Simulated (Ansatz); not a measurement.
ZnCu2SnS4:
```xyz
8
Lattice="-2.7070 2.7070 5.4105 2.7070 -2.7070 5.4105 2.7070 2.7070 -5.4105" Properties=species:S:1:pos:R:3 pbc="T T T"
Cu     0.0000     0.0000     0.0000
Cu     0.0000     2.7070     2.7053
Zn     2.7070     0.0000     2.7053
Sn     0.0000     0.0000     5.4105
S      1.3960     1.4310     4.0132
S      1.3110     1.2760    -1.3973
S      1.4310    -1.3960     6.8079
S      1.2760     4.1030     1.3973
```

Relaxed with r²SCAN.

Map the electron localisation function on the plane through (0.000, 0.000, 0.000) spanned by u = [1, 1, 0] and v = [1, -1, 0] in lattice vectors, from plane-wave PAW r²SCAN (Ansatz code).

x is the fraction of u, y of v (the angle between them is 90°; rows are the nearest grid lines); atoms in the plane: Cu at (0.00, 0.00), Cu at (0.50, 0.50), Sn at (0.00, 0.50), Sn at (0.50, 0.00), S at (0.13, 0.24), S at (0.63, 0.74), S at (0.13, 0.76), S at (0.63, 0.26).
```
y \ x   0.000  0.100  0.175  0.275  0.375  0.450  0.550  0.625  0.725  0.825  0.900   1.00
------  -----  -----  -----  -----  -----  -----  -----  -----  -----  -----  -----  -----
1.00    0.931  0.136  0.045  0.011  0.206  0.083  0.083  0.206  0.011  0.045  0.136  0.931
0.921   0.256  0.400  0.452  0.017  0.168  0.289  0.235  0.501  0.103  0.031  0.148  0.256
0.842   0.194  0.889  0.768  0.102  0.053  0.219  0.694  0.805  0.599  0.019  0.086  0.194
0.763   0.492  0.176  0.633  0.261  0.015  0.081  0.814  0.016  0.798  0.029  0.020  0.492
0.684   0.400  0.795  0.807  0.158  0.029  0.125  0.850  0.498  0.707  0.024  0.056  0.400
0.605   0.258  0.642  0.560  0.026  0.091  0.183  0.155  0.791  0.267  0.028  0.214  0.258
0.526   0.001  0.243  0.069  0.011  0.133  0.280  0.273  0.165  0.016  0.046  0.240  0.001
0.474   0.001  0.243  0.069  0.011  0.133  0.280  0.273  0.165  0.016  0.046  0.240  0.001
0.395   0.258  0.642  0.560  0.026  0.091  0.183  0.155  0.791  0.267  0.028  0.214  0.258
0.316   0.400  0.795  0.807  0.158  0.029  0.125  0.850  0.498  0.707  0.024  0.056  0.400
0.237   0.492  0.176  0.633  0.261  0.015  0.081  0.814  0.016  0.798  0.029  0.020  0.492
0.158   0.194  0.889  0.768  0.102  0.053  0.219  0.694  0.805  0.599  0.019  0.086  0.194
0.0789  0.256  0.400  0.452  0.017  0.168  0.289  0.235  0.501  0.103  0.031  0.148  0.256
0.000   0.931  0.136  0.045  0.011  0.206  0.083  0.083  0.206  0.011  0.045  0.136  0.931
```

The density is the valence pseudo-density with augmentation charge, so density and ELF within about 1 Å of a nucleus are not all-electron values.

Space group I-4. The cell was relaxed with r²SCAN under the symmetry of its start. No spin polarisation was allowed. Scalar-relativistic: spin–orbit coupling is off unless named, which matters more the heavier the elements.

Potentials: the later of the program's two PAW sets.
